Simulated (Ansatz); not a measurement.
InMo3C (anti-perovskite, Pm-3m) under volume change, the program Ansatz at the PBEsol level (PAW), scaled uniformly.

```
V (Å³/atom)  E − E(relaxed) (meV/atom)  P (GPa)
-----------  -------------------------  -------
13.220                           105.1    28.02
13.656                            44.1    17.14
14.092                            10.4     7.88
14.527                             0.0     0.00
14.963                               …        …
15.399                               …        …
15.835                            76.0   -17.22
```

Problem. Complete the blanks.

Solution. 
- 15.399, E − E(relaxed) (meV/atom): 35.5
- 15.399, P (GPa): -12.39
- 14.963, E − E(relaxed) (meV/atom): 9.4
- 14.963, P (GPa): -6.70

Problem. What does a third-order Birch–Murnaghan fit give for V₀, B₀ and B′?

Solution. V₀ = 14.53 Å³/atom, B₀ = 241 GPa, B′ = 4.4.

The start of the workflow was typed in or built on a structure type; neither database checked (COD, Materials Project) lists it. Whether it is the stable phase at ambient conditions was not checked. The PBEsol relaxation kept the symmetry of its start; whether a distortion lowers the energy is not shown. No spin polarisation was allowed.

Potentials: the earlier of the program's two PAW sets. The files were generated under PBE; for other functionals the program regenerates the frozen cores, and for LDA and PBEsol the local potential too.
